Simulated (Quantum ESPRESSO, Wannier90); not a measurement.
## Wannier functions of SrGa$_{2}$ (P6/mmm)

```xyz
3
Lattice="4.3079 0.0000 0.0000 -2.1539 3.7307 0.0000 0.0000 0.0000 4.8005" Properties=species:S:1:pos:R:3 pbc="T T T"
Sr     0.0000     0.0000     0.0000
Ga     2.1539    -1.2436     2.4003
Ga    -2.1539     1.2436     2.4003
```

Structure: Materials Project mp-182, symmetrised, not relaxed again. Not found in the COD (Crystallography Open Database) copy used; not checked further. Level: LDA, no spin polarisation, no spin-orbit coupling; pw.x of Quantum ESPRESSO at 64 Ry with PseudoDojo potentials, 6×6×6 k-points, Wannier90. Density: 12×12×10 mesh, cold smearing 0.01 Ry.

Base run: 17 functions from bands 15-41 of the 41 computed, start hydrogen-like Sr: s;p;d; Ga: s;p, centres 0.05 Å off the atoms, frozen window up to 1.50 eV relative to the Fermi level, outer window open. Rows change the key named; with other orbitals the number of functions and the frozen window follow, as listed; window edges are relative to the Fermi level. The misfit compares interpolated bands with pw.x on a high-symmetry path, for states up to 1.0 eV relative to the Fermi level. Converged means that the tolerances were met: symmetric starts can stop on a saddle, which shows as a larger Ω_OD at equal Ω_I and can move the misfit too.

Rows with other orbitals or bands describe another subspace, so their Ω_I can't be set against the base's. Runs that didn't settle are not listed.

```
setting                                                                            orbitals  bands  functions  frozen to (eV)  Ω_I (Å²)  Ω_D (Å²)  Ω_OD (Å²)  rms misfit (meV)  worst (meV)            ended
----------------------------------------------------------------------  -------------------  -----  ---------  --------------  --------  --------  ---------  ----------------  -----------  ---------------
base                                                                          Sr spd, Ga sp  15-41         17            1.50     27.47      0.01       6.56               7.6           60        converged
num_iter = 0 (projection only), orbitals on the atoms                         Sr spd, Ga sp  15-41         17            1.50     27.48      0.01      18.16                12           80  no minimisation
start: the same orbitals exactly on the atoms                                 Sr spd, Ga sp  15-41         17            1.50     27.48      0.01       6.67               7.9           61        converged
start: atomic waves of the pseudopotential files                        Sr 5s, Ga 4s, Ga 4p  15-41          9            1.50     19.96      0.02       3.20                21          161        converged
atomic waves with projectability windows 0.01 and 0.95                  Sr 5s, Ga 4s, Ga 4p  15-41          9            1.50     22.02      0.02       5.76                21          190        converged
start: SCDM erfc, mu = fit minus three sigma, no disentanglement steps  Sr 5s, Ga 4s, Ga 4p  15-41          9            none     42.59      1.71      19.44                43          204        converged
```
